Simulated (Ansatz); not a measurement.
Calculation for Ti: DFT, r2SCAN, PAW with Ansatz's default frozen-core files, scalar-relativistic (Ansatz 0.2.0). This run: relaxed.

The cell is entry 9008517 of the Crystallography Open Database, unrelaxed.

Command: `ansatz run input.yaml --threads 1 --pin off --max-ram 3072MiB --backend cpu --events-out ev --progress --plain --runs-dir out` It took 60 s on 1 thread of Arm Neoverse V2, with other jobs on the host, peak memory 0.54 GiB.

```yaml
crystal:
  lattice:
    - [2.95, 0.0, 0.0]
    - [-1.475, 2.5547749412, 0.0]
    - [0.0, 0.0, 4.686]
  atoms:
    - { symbol: Ti, position: [0.3333333333, 0.6666666667, 0.25] }
    - { symbol: Ti, position: [0.6666666667, 0.3333333333, 0.75] }
kpoints:
  mp_grid: { grid: [20, 20, 11] }
scf:
  occupations: { method: fermi_dirac, width: 0.05 }
hamiltonian:
  xc: r2scan
  pseudopotentials: { kind: paw }
output:
  forces: true
  stress: true
relax:
  f_tol: 0.003
  max_steps: 80
  cell: {}
```

Output:

```
Engine: ansatz 0.2.0
Pseudopotentials: kind: paw
Pseudopotential: Ti, paw, valence charge 12, recommended cutoff 500 eV (meta_gga), Ti.paw.azcp
Functional definition: r2SCAN
  parameter k0 = 0.174
  parameter k1 = 0.065
  parameter a1 = 4.9479
  exchange = r2scan_x(k0 = k0, k1 = k1, a1 = a1)
  correlation = r2scan_c
Crystal: 2 atoms, lattice volume = 35.316 Å³
Basis set: ecut = 500 eV, 929 PW (Γ), exchange–correlation on 96×96×144 points (64 copies of the dense FFT grid, shifted against one another)
Bands: 16, of which v1, the nominal top of the filled ones, is band 12 counted from 1 (11 counted from 0)
Symmetry: 24 space group operations
Space group: P63/mmc (ITA 194), of the structure as read, at distance tolerance 3.3e-5 Å
k-points: 264 of 4400
Non-local potential: Ti, projectors of the file, l = 0: 3, l = 1: 2, l = 2: 3, l = 3: 1
PAW form: soft (Blöchl's): semilocal exchange-correlation on the pseudo side does not see the compensation charge
PAW frozen core: Ti, regenerated for the run's functional (the file was generated under x = pbe(κ = 0.804, μ = 0.2195149727645171), c = pbe(β = 0.06672455060314922))
PAW one-centre angular grid: Ti, 590 points (default); XC on 160 Gauss nodes
Initial density: superposition of atomic densities (neutral atoms: chi_scale 0, normalization atom), corrected by the library's trained network
Initial wavefunctions: pseudopotential atomic-orbital guess
Functional: x = r2scan, c = r2scan; τ floored in thin density (d = 2e-4 eV/Å³)
SCF iter   1: F=—  HF=-5008.702922 eV  |F-HF|=—  |Δ(HF+E_count)|=         —  Δρ=1.68e-2  dr2=8.95e-2  dr2_τ=1.48e-2  ethr=1.77e-3  ⟨swp⟩=4.1  Hψ=17632  notcnv=0
preconditioner: auto → none  [metal: Δε(μ)=0.003 eV  Ē_g=3.109 eV  σ=0.050 eV  W_gap=0.01  n_scr=8 (ndim 8)  ℏωp=17.7 eV  f_vac=0.000  D(μ)=1.70/eV (n_scr^D=22)  sad-step TF]
SCF iter   2: F=—  HF=-5008.740726 eV  |F-HF|=—  |Δ(HF+E_count)|=   3.78e-2  Δρ=5.82e-3  dr2=1.04e-2  dr2_τ=8.46e-4  ethr=3.73e-4  ⟨swp⟩=3.0  Hψ=10126  notcnv=0
SCF iter   3: F=—  HF=-5008.740987 eV  |F-HF|=—  |Δ(HF+E_count)|=   2.61e-4  Δρ=1.60e-3  dr2=3.80e-4  dr2_τ=1.02e-4  ethr=4.34e-5  ⟨swp⟩=2.9  Hψ=8072  notcnv=0
SCF iter   4: F=—  HF=-5008.741579 eV  |F-HF|=—  |Δ(HF+E_count)|=   5.92e-4  Δρ=3.50e-4  dr2=1.71e-5  dr2_τ=2.23e-6  ethr=1.58e-6  ⟨swp⟩=2.0  Hψ=7756  notcnv=0
SCF iter   5: F=—  HF=-5008.741610 eV  |F-HF|=—  |Δ(HF+E_count)|=   3.06e-5  Δρ=2.29e-5  dr2=1.10e-7  dr2_τ=1.06e-8  ethr=7.12e-8  ⟨swp⟩=2.0  Hψ=6819  notcnv=0
SCF iter   6: F=-5008.741610 eV  HF=-5008.741610 eV  |F-HF|=3.58e-10  |Δ(HF+E_count)|=   2.51e-8  Δρ=4.57e-6  dr2=4.06e-9  dr2_τ=3.31e-10  ethr=4.17e-10  ⟨swp⟩=4.0  Hψ=12495  notcnv=0
SCF 1 converged in 6 iterations: F = -5008.741610 eV  dr2 = 4.06e-9
  greatest PAW one-centre occupation: 1.000 electrons in one spin orbital (limit 2), on the Ti atom at site 1 (counted from 0), in its partial waves of l = 1
relax step   1: F+E_penalty+E_count = -5008.74160956 eV  Δ(F+E_penalty+E_count) = +0.000e0 eV  max|allowed force component| = 3.978e-16 eV/Å  Δτ_max = 0.0000 Å  P = -2.277 GPa  Ω = 35.316 Å³  (6 SCF iters, dr2 threshold 1.00e-7 eV, accepted)
Crystal: 2 atoms, lattice volume = 33.695 Å³
Basis set: ecut = 500 eV, 857 PW (Γ), exchange–correlation on 96×96×144 points (64 copies of the dense FFT grid, shifted against one another)
Initial density: handed on by an earlier stage of this run
Initial wavefunctions: those handed on with the density
iter 1 solved again at ethr=2.99e-6 eV; its pass at ethr=3.10e-3 eV (dr2=7.17e-4 eV) is discarded
SCF iter   1: F=—  HF=-5008.666830 eV  |F-HF|=—  |Δ(HF+E_count)|=         —  Δρ=1.65e-3  dr2=7.46e-4  dr2_τ=3.29e-2  ethr=2.99e-6  ⟨swp⟩=1.1  Hψ=28616  notcnv=0
preconditioner: auto → none  [metal: Δε(μ)=0.019 eV  Ē_g=3.151 eV  σ=0.050 eV  W_gap=0.09  n_scr=8 (ndim 8)  ℏωp=18.1 eV  f_vac=0.000  D(μ)=1.65/eV (n_scr^D=22)]
SCF iter   2: F=—  HF=-5008.738308 eV  |F-HF|=—  |Δ(HF+E_count)|=   7.15e-2  Δρ=1.15e-3  dr2=2.26e-4  dr2_τ=2.30e-5  ethr=2.99e-6  ⟨swp⟩=2.4  Hψ=8553  notcnv=0
SCF iter   3: F=—  HF=-5008.738417 eV  |F-HF|=—  |Δ(HF+E_count)|=   1.09e-4  Δρ=5.75e-4  dr2=5.83e-5  dr2_τ=4.64e-6  ethr=9.41e-7  ⟨swp⟩=2.5  Hψ=6199  notcnv=0
SCF iter   4: F=—  HF=-5008.738497 eV  |F-HF|=—  |Δ(HF+E_count)|=   8.02e-5  Δρ=1.47e-4  dr2=4.36e-6  dr2_τ=4.74e-7  ethr=2.43e-7  ⟨swp⟩=2.0  Hψ=6865  notcnv=0
SCF iter   5: F=—  HF=-5008.738501 eV  |F-HF|=—  |Δ(HF+E_count)|=   4.17e-6  Δρ=4.41e-5  dr2=3.36e-7  dr2_τ=1.49e-8  ethr=1.82e-8  ⟨swp⟩=3.0  Hψ=6999  notcnv=0
SCF iter   6: F=-5008.738501 eV  HF=-5008.738501 eV  |F-HF|=4.30e-9  |Δ(HF+E_count)|=   2.28e-7  Δρ=7.72e-6  dr2=1.40e-8  dr2_τ=7.19e-10  ethr=8.33e-10  ⟨swp⟩=4.0  Hψ=12268  notcnv=0
SCF 2 converged in 6 iterations: F = -5008.738501 eV  dr2 = 1.40e-8
relax step   2: F+E_penalty+E_count = -5008.73850119 eV  Δ(F+E_penalty+E_count) = +3.108e-3 eV  max|allowed force component| = 1.573e-16 eV/Å  Δτ_max = 0.0000 Å  P = +3.327 GPa  Ω = 33.695 Å³  energy of the carried Pulay correction = +9.724e-4 eV  (6 SCF iters, dr2 threshold 2.00e-7 eV, rejected (line search))
Crystal: 2 atoms, lattice volume = 34.652 Å³
Basis set: ecut = 500 eV, 881 PW (Γ), exchange–correlation on 96×96×144 points (64 copies of the dense FFT grid, shifted against one another)
iter 1 solved again at ethr=1.54e-6 eV; its pass at ethr=3.10e-3 eV (dr2=3.70e-4 eV) is discarded
SCF iter   1: F=—  HF=-5008.724252 eV  |F-HF|=—  |Δ(HF+E_count)|=         —  Δρ=1.17e-3  dr2=4.24e-4  dr2_τ=1.20e-2  ethr=1.54e-6  ⟨swp⟩=2.0  Hψ=29005  notcnv=0
preconditioner: auto → none  [metal: Δε(μ)=0.011 eV  Ē_g=3.055 eV  σ=0.050 eV  W_gap=0.05  n_scr=8 (ndim 8)  ℏωp=17.8 eV  f_vac=0.000  D(μ)=1.70/eV (n_scr^D=22)]
SCF iter   2: F=—  HF=-5008.747240 eV  |F-HF|=—  |Δ(HF+E_count)|=   2.30e-2  Δρ=8.83e-4  dr2=1.59e-4  dr2_τ=1.48e-5  ethr=1.54e-6  ⟨swp⟩=2.0  Hψ=8448  notcnv=0
SCF iter   3: F=—  HF=-5008.747232 eV  |F-HF|=—  |Δ(HF+E_count)|=   7.70e-6  Δρ=4.18e-4  dr2=3.05e-5  dr2_τ=2.07e-6  ethr=6.61e-7  ⟨swp⟩=2.9  Hψ=7041  notcnv=0
SCF iter   4: F=—  HF=-5008.747271 eV  |F-HF|=—  |Δ(HF+E_count)|=   3.87e-5  Δρ=1.82e-4  dr2=6.13e-6  dr2_τ=2.93e-7  ethr=1.27e-7  ⟨swp⟩=2.0  Hψ=6869  notcnv=0
SCF iter   5: F=—  HF=-5008.747273 eV  |F-HF|=—  |Δ(HF+E_count)|=   1.83e-6  Δρ=6.74e-5  dr2=7.82e-7  dr2_τ=5.45e-8  ethr=2.56e-8  ⟨swp⟩=2.9  Hψ=6854  notcnv=0
SCF iter   6: F=—  HF=-5008.747274 eV  |F-HF|=—  |Δ(HF+E_count)|=   1.04e-6  Δρ=1.04e-5  dr2=1.82e-8  dr2_τ=1.53e-9  ethr=3.26e-9  ⟨swp⟩=3.0  Hψ=7516  notcnv=0
[... lines left out ...]
SCF iter   4: F=-5008.747336 eV  HF=-5008.747336 eV  |F-HF|=2.64e-8  |Δ(HF+E_count)|=   1.12e-7  Δρ=1.21e-5  dr2=4.94e-8  dr2_τ=3.24e-9  ethr=7.38e-10  ⟨swp⟩=3.9  Hψ=12150  notcnv=0
SCF 4 converged in 4 iterations: F = -5008.747336 eV  dr2 = 4.94e-8
relax step   4: F+E_penalty+E_count = -5008.74733575 eV  Δ(F+E_penalty+E_count) = -6.214e-5 eV  max|allowed force component| = 4.441e-16 eV/Å  Δτ_max = 0.0000 Å  P = +0.013 GPa  Ω = 34.611 Å³  energy of the carried Pulay correction = +4.137e-4 eV  (4 SCF iters, dr2 threshold 1.77e-7 eV, accepted)
Initial wavefunctions: pseudopotential atomic-orbital guess (no wavefunctions were taken with the density)
iter 1 solved again at ethr=1.04e-9 eV; its pass at ethr=3.10e-3 eV (dr2=2.49e-7 eV) is discarded
SCF iter   1: F=—  HF=-5008.746940 eV  |F-HF|=—  |Δ(HF+E_count)|=         —  Δρ=5.30e-5  dr2=1.35e-7  dr2_τ=1.23e-6  ethr=1.04e-9  ⟨swp⟩=3.0  Hψ=30023  notcnv=0
preconditioner: auto → none  [metal: Δε(μ)=0.009 eV  Ē_g=3.069 eV  σ=0.050 eV  W_gap=0.04  n_scr=8 (ndim 8)  ℏωp=17.9 eV  f_vac=0.000  D(μ)=1.69/eV (n_scr^D=22)]
SCF iter   2: F=—  HF=-5008.746940 eV  |F-HF|=—  |Δ(HF+E_count)|=   3.16e-7  Δρ=2.70e-5  dr2=4.86e-8  dr2_τ=4.97e-8  ethr=5.62e-10  ⟨swp⟩=2.0  Hψ=6745  notcnv=0
SCF iter   3: F=—  HF=-5008.746940 eV  |F-HF|=—  |Δ(HF+E_count)|=   4.74e-8  Δρ=1.08e-5  dr2=5.54e-9  dr2_τ=7.27e-9  ethr=2.02e-10  ⟨swp⟩=2.0  Hψ=5184  notcnv=0
SCF iter   4: F=—  HF=-5008.746940 eV  |F-HF|=—  |Δ(HF+E_count)|=   1.12e-8  Δρ=1.07e-6  dr2=2.89e-10  dr2_τ=3.59e-11  ethr=2.31e-11  ⟨swp⟩=2.0  Hψ=6852  notcnv=0
SCF iter   5: F=-5008.746940 eV  HF=-5008.746940 eV  |F-HF|=9.09e-13  |Δ(HF+E_count)|=  1.40e-10  Δρ=1.11e-7  dr2=1.15e-12  dr2_τ=1.65e-12  ethr=1.00e-12  ⟨swp⟩=3.0  Hψ=17949  notcnv=0
SCF 5 converged in 5 iterations: F = -5008.746940 eV  dr2 = 1.15e-12
relax step   5: F+E_penalty+E_count = -5008.74694029 eV  Δ(F+E_penalty+E_count) = +3.955e-4 eV  max|allowed force component| = 3.978e-16 eV/Å  Δτ_max = 0.0000 Å  P = +0.004 GPa  Ω = 34.611 Å³  stress off target by 3.80e-2 GPa  SCF on the basis re-selected at this cell (its energy is not comparable with the rows above)  (5 SCF iters)
basis re-selected at this cell: Δ(F+E_penalty+E_count) = +3.955e-4 eV, ΔP = -0.009 GPa vs the last step (what re-selecting the basis moved, of the pressure what is left beyond the Pulay correction that the steps carried, after the strain that the cell walked since its last selection, with what the two solves' SCF thresholds leave and, on support functions, any second-order correction that the steps lacked; it is no measure of the basis error at this ecutwfc). This SCF's stress stands 3.80e-2 GPa from its target on what of the cell is left free (relax.cell.stress_tol is 5.00e-2 GPa) and its largest allowed force component is 3.98e-16 eV/Å (relax.f_tol is 3.00e-3 eV/Å): within both
SCF converged after 5 iterations
Free energy (F): -5008.746940 eV
Harris-Foulkes:  -5008.746940 eV  (|F-HF|=9.09e-13)
Internal energy: -5008.732675 eV  (E = F + TS)
E sigma→0 (E₀):  -5008.739808 eV
Entropy (-TS):   -0.014266 eV (-7.133 meV/atom)
Fermi energy:    13.477033 eV
--- Per-component energies (eV) ---
  E_band       = -340.054627
  E_kinetic    = 544.852746
  E_local      = -1614.972630  (includes V_loc(G=0)·N_el)
  E_nonlocal   = 14.479895
  E_hartree    = 661.417122
  E_xc         = -185.717580
  E_vxc        = -265.439965  (∫ρ·V_xc dr)
  E_paw        = -2113.349170  (= ΣΔE_a)
  E_vpaw       = -360.055595  (= ΣTr[D̂ρ^β])
  E_aug_tail   = 0.000171  (compensation charges beyond the density's cutoff)
  E_vtau       = 18.246471  (kinetic-family band-sum trace: ∫τ·v_τ [+ j·A + Jᵃ·Aᵃ] dr)
  E_ewald      = -2314.936314
  E_core_change = -0.506914  (= ΣΔE_core)
  E_smearing   = -0.014266  (= −TS)
  E_closure    = 0.000000  (closes the sum)
  Σ components = -5008.746940   (vs F -5008.746940, Δ=0.00e0)
--- Forces (eV/Å), atoms counted from 1 ---
  atom   1  Ti     0.00000000    -0.00000000     0.00000000
  atom   2  Ti    -0.00000000     0.00000000     0.00000000
  max |Σ_I F_I| component: 3.70e-17 eV/Å
--- Stress (GPa, compression-positive) ---
        0.024710       0.000000       0.000000
        0.000000       0.024710       0.000000
        0.000000       0.000000      -0.038025
  P = ⅓ Tr σ = 0.0038 GPa (0.038 kbar)
--- Relaxed structure (4 steps of the walk, 3 accepted, 1 SCFs on fresh bases) ---
  F+E_penalty+E_count = -5008.74694029 eV   max|allowed force component| = 3.978e-16 eV/Å   (the final SCF, on the basis selected at the relaxed cell)
  cell:  # Å, volume = 34.6113 Å³
    - [2.9350119993324535, 0.0, 0.0]
    - [-1.4675059996662267, 2.541794951834061, 0.0]
    - [0.0, 0.0, 4.639458266639797]
  atoms:
    - { symbol: Ti, position: [0.3333333333333333, 0.6666666666666666, 0.24999999999999997] }
    - { symbol: Ti, position: [0.6666666666666666, 0.3333333333333333, 0.7499999999999999] }
```

Next run, as changes to the input before:

```diff
   lattice:
-    - [2.95, 0.0, 0.0]
-    - [-1.475, 2.5547749412, 0.0]
-    - [0.0, 0.0, 4.686]
+    - [2.9350119993, 0.0, 0.0]
+    - [-1.4675059997, 2.5417949518, 0.0]
+    - [0.0, 0.0, 4.6394582666]
   atoms:
   stress: true
-relax:
-  f_tol: 0.003
-  max_steps: 80
-  cell: {}
+  eigenvalues: true
+  write_density: true
+  write_potential: true
+  elf: true
+  volumetric_format: npy
```

Command: `ansatz run input.yaml --threads 1 --pin off --max-ram 3072MiB --backend cpu --events-out ev --progress --plain --runs-dir out` It took 17 s on 1 thread of Arm Neoverse V2 (shared host), peak memory 0.5 GiB.

Results part of the output:

```
SCF 1 converged in 6 iterations: F = -5008.746940 eV  dr2 = 4.14e-9
  greatest PAW one-centre occupation: 1.000 electrons in one spin orbital (limit 2), on the Ti atom at site 1 (counted from 0), in its partial waves of l = 1
SCF converged after 6 iterations
Free energy (F): -5008.746940 eV
Harris-Foulkes:  -5008.746940 eV  (|F-HF|=1.76e-10)
Internal energy: -5008.732675 eV  (E = F + TS)
E sigma→0 (E₀):  -5008.739808 eV
Entropy (-TS):   -0.014265 eV (-7.133 meV/atom)
Fermi energy:    13.477057 eV
--- Per-component energies (eV) ---
  E_band       = -340.053842
  E_kinetic    = 544.852544
  E_local      = -1614.971151  (includes V_loc(G=0)·N_el)
  E_nonlocal   = 14.479586
  E_hartree    = 661.416005
  E_xc         = -185.717641
  E_vxc        = -265.440030  (∫ρ·V_xc dr)
  E_paw        = -2113.348960  (= ΣΔE_a)
  E_vpaw       = -360.055875  (= ΣTr[D̂ρ^β])
  E_aug_tail   = 0.000171  (compensation charges beyond the density's cutoff)
  E_vtau       = 18.246461  (kinetic-family band-sum trace: ∫τ·v_τ [+ j·A + Jᵃ·Aᵃ] dr)
  E_ewald      = -2314.936314
  E_core_change = -0.506914  (= ΣΔE_core)
  E_smearing   = -0.014265  (= −TS)
  E_closure    = 0.000000  (closes the sum)
  Σ components = -5008.746940   (vs F -5008.746940, Δ=0.00e0)
--- Forces (eV/Å), atoms counted from 1 ---
  atom   1  Ti     0.00000000    -0.00000000     0.00000000
  atom   2  Ti    -0.00000000     0.00000000     0.00000000
  max |Σ_I F_I| component: 3.70e-17 eV/Å
--- Stress (GPa, compression-positive) ---
        0.024506       0.000000       0.000000
        0.000000       0.024506       0.000000
        0.000000       0.000000      -0.038245
  P = ⅓ Tr σ = 0.0036 GPa (0.036 kbar)
--- Band table (eV; the first three rows and the last of 264) ---
  k-point 0: bands = ["-45.7812", "-45.6351", "-21.3343", "-20.6634", "-20.6634", "-20.5877", "-20.5588", "-20.5588", "6.8198", "10.6006", "14.0681", "14.3330", "14.3330", "14.4555", "14.8689", "14.8689"]
  k-point 1: bands = ["-45.7783", "-45.6381", "-21.3198", "-20.6613", "-20.6613", "-20.6036", "-20.5609", "-20.5609", "6.8936", "10.5600", "13.9511", "14.2979", "14.2979", "14.4122", "14.8279", "14.8279"]
  k-point 2: bands = ["-45.7698", "-45.6469", "-21.2773", "-20.6552", "-20.6552", "-20.6495", "-20.5672", "-20.5672", "7.1117", "10.4150", "13.6887", "14.2284", "14.2284", "14.2878", "14.7188", "14.7188"]
  k-point 263: bands = ["-45.6242", "-45.6230", "-21.1444", "-21.1404", "-20.9559", "-20.9220", "-20.6930", "-20.6886", "11.9687", "12.0291", "12.4683", "12.4854", "13.1396", "13.1543", "15.2310", "15.4475"]
```

The PAW files were made under PBE.
